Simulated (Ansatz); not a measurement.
SnO:
```yaml
crystal:
  lattice:
    - [0.00000, 2.73966, 2.73966]
    - [2.73966, 0.00000, 2.73966]
    - [2.73966, 2.73966, 0.00000]
  atoms:
    - { symbol: O, position: [0.25000, 0.25000, 0.25000] }
    - { symbol: Sn, position: [0.00000, 0.00000, 0.00000] }
```

Relaxed with PBE. Special points in fractions of this cell's reciprocal vectors: Γ (0.000, 0.000, 0.000); X (0.500, 0.000, 0.500); U (0.625, 0.250, 0.625); K (0.375, 0.375, 0.750); L (0.500, 0.500, 0.500); W (0.500, 0.250, 0.750).

Question: List the band energies nearest the Fermi level at these points for the program Ansatz at the PBE level (PAW).

Answer: In eV from the Fermi level; about four levels below and three above (degenerate sets whole), none deeper than 8.9 eV; … stands for higher levels left out; points with the same levels are listed once.

```csv
k,below,above
Γ,-6.20 -3.41 -3.41 -3.41,…
X,-4.55 -4.55 -0.47 -0.14,…
U,-7.46 -5.17 -4.32 -0.30,0.85 3.41 …
L,-7.72 -3.82 -3.82 -2.31,1.75 …
W,-7.42 -4.92 -4.89,0.05 1.45 2.60
```

Space group F-43m (zinc blende). The start of the workflow was typed in or built on a structure type; neither database checked (COD, Materials Project) lists it. It is not the phase usual at ambient conditions (space group No. 129). The cell was relaxed with PBE under the symmetry of its start; its stability against distortions is not shown here. The volume moved by 23 % from the start of the relaxation. Spin–orbit coupling is left out wherever it is not named.

Potentials: the later of the program's two PAW sets.
